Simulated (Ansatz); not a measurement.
An Ansatz input:

```yaml
crystal:
  lattice:
    - [-1.7784587581, 1.7784587581, 1.7784587581]
    - [1.7784587581, -1.7784587581, 1.7784587581]
    - [1.7784587581, 1.7784587581, -1.7784587581]
  atoms:
    - { symbol: Mg, position: [0.0, 0.0, 0.0] }
hamiltonian:
  xc: r2scan
  pseudopotentials:
    kind: paw
    azcp:
      Mg: "pseudopotentials/Mg.paw.azcp"
basis:
  ecutwfc: 500
  fft_grid_basis: typed
kpoints:
  mp_grid: { grid: [14, 14, 14], shift: [0, 0, 0] }
magnetization:
  spin_polarized: false
scf:
  occupations: { method: fermi_dirac, width: 0.1 }
  lower_state_search: "off"
output:
  stress: true
```

and its output:

```
Engine: ansatz 0.2.0, x86_64-unknown-linux-gnu
Pseudopotentials: kind: paw
Pseudopotential: Mg, paw, valence charge 10, recommended cutoff 500 eV (meta_gga) 
Functional definition: r2SCAN
  parameter k0 = 0.174
  parameter k1 = 0.065
  parameter a1 = 4.9479
  exchange = r2scan_x(k0 = k0, k1 = k1, a1 = a1)
  correlation = r2scan_c
Crystal: 1 atoms, lattice volume = 22.500 Å³
Basis set: ecut = 500 eV, 603 PW (Γ), exchange–correlation on 96×96×96 points (64 copies of the dense FFT grid, shifted against one another)
Bands: 9, of which v1, the nominal top of the filled ones, is band 5 counted from 1 (4 counted from 0)
Symmetry: 48 space group operations
Space group: Im-3m (ITA 229), of the structure as read, at distance tolerance 2.8e-5 Å
k-points: 104 of 2744
Non-local potential: Mg, projectors of the file, l = 0: 3, l = 1: 2, l = 2: 1
PAW form: soft (Blöchl's): semilocal exchange-correlation on the pseudo side does not see the compensation charge
PAW frozen core: Mg, regenerated for the run's functional (the file was generated under x = pbe(κ = 0.804, μ = 0.2195149727645171), c = pbe(β = 0.06672455060314922))
PAW one-centre angular grid: Mg, 302 points (default); XC on 224 Gauss nodes
Initial density: superposition of atomic densities (neutral atoms: chi_scale 0, normalization atom), corrected by the library's trained network
Initial wavefunctions: pseudopotential atomic-orbital guess
Functional: x = r2scan, c = r2scan; τ floored in thin density (d = 2e-4 eV/Å³)
SCF iter   1: F=-1926.382643 eV  HF=-1926.381603 eV  |F-HF|=1.04e-3  |Δ(HF+E_count)|=         —  Δρ=7.49e-3  dr2=3.94e-3  dr2_τ=3.15e-4  ethr=1.77e-3  ⟨swp⟩=5.7  Hψ=6721  notcnv=0
SCF iter   2: F=-1926.385836 eV  HF=-1926.385668 eV  |F-HF|=1.68e-4  |Δ(HF+E_count)|=   4.07e-3  Δρ=2.35e-3  dr2=5.75e-4  dr2_τ=2.21e-5  ethr=3.94e-5  ⟨swp⟩=2.0  Hψ=2704  notcnv=0
SCF iter   3: F=-1926.385949 eV  HF=-1926.385933 eV  |F-HF|=1.56e-5  |Δ(HF+E_count)|=   2.65e-4  Δρ=4.58e-4  dr2=3.81e-5  dr2_τ=8.69e-7  ethr=5.75e-6  ⟨swp⟩=2.0  Hψ=1453  notcnv=0
SCF iter   4: F=-1926.385950 eV  HF=-1926.385950 eV  |F-HF|=4.73e-8  |Δ(HF+E_count)|=   1.68e-5  Δρ=2.28e-5  dr2=7.88e-8  dr2_τ=7.47e-9  ethr=3.81e-7  ⟨swp⟩=1.7  Hψ=1326  notcnv=0
iter 5 did not close the SCF: its close was put off for the readings that it lacked (scf_convergence_deferred on its scf_iter line)
SCF iter   5: F=-1926.385950 eV  HF=-1926.385950 eV  |F-HF|=1.71e-9  |Δ(HF+E_count)|=   8.99e-8  Δρ=3.42e-6  dr2=1.79e-9  dr2_τ=9.97e-11  ethr=7.88e-10  ⟨swp⟩=2.0  Hψ=1384  notcnv=0
SCF iter   6: F=-1926.385950 eV  HF=-1926.385950 eV  |F-HF|=5.68e-12  |Δ(HF+E_count)|=   2.31e-9  Δρ=1.58e-7  dr2=2.74e-12  dr2_τ=3.06e-13  ethr=1.79e-11  ⟨swp⟩=1.7  Hψ=2819  notcnv=0
SCF 1 converged in 6 iterations: F = -1926.385950 eV  dr2 = 2.74e-12
SCF converged after 6 iterations
Free energy (F): -1926.385950 eV
Harris-Foulkes:  -1926.385950 eV  (|F-HF|=5.68e-12)
Internal energy: -1926.373364 eV  (E = F + TS)
E sigma→0 (E₀):  -1926.379657 eV
Entropy (-TS):   -0.012586 eV (-12.586 meV/atom)
Fermi energy:    5.914488 eV
--- Per-component energies (eV) ---
  E_band       = -370.127061
  E_kinetic    = 74.399931
  E_local      = -1613.409726  (includes V_loc(G=0)·N_el)
  E_nonlocal   = 95.900710
  E_hartree    = 576.117376
  E_xc         = -26.434181
  E_vxc        = -38.368627  (∫ρ·V_xc dr)
  E_paw        = -296.276807  (= ΣΔE_a)
  E_vpaw       = -43.382453  (= ΣTr[D̂ρ^β])
  E_aug_tail   = -0.000001  (compensation charges beyond the density's cutoff)
  E_vtau       = 2.498368  (kinetic-family band-sum trace: ∫τ·v_τ [+ j·A + Jᵃ·Aᵃ] dr)
  E_ewald      = -736.644458
  E_core_change = -0.026208  (= ΣΔE_core)
  E_smearing   = -0.012586  (= −TS)
  E_closure    = -0.000000  (closes the sum)
  Σ components = -1926.385950   (vs F -1926.385950, Δ=0.00e0)
--- Stress (GPa, compression-positive) ---
        0.082986      -0.000000       0.000000
       -0.000000       0.082986      -0.000000
       -0.000000       0.000000       0.082986
  P = ⅓ Tr σ = 0.0830 GPa (0.830 kbar)
```

Command:

```sh
ansatz run input.yaml --threads 1 --pin off --max-ram 3584MiB --backend cpu --events-out ev --progress --plain --runs-dir out
```

On 1 thread of Intel(R) Xeon(R) Platinum 8259CL CPU @ 2.50GHz (Skylake/Cascade Lake) (shared host) this took about 5.3 s of wall time and 5.3 s of CPU time.
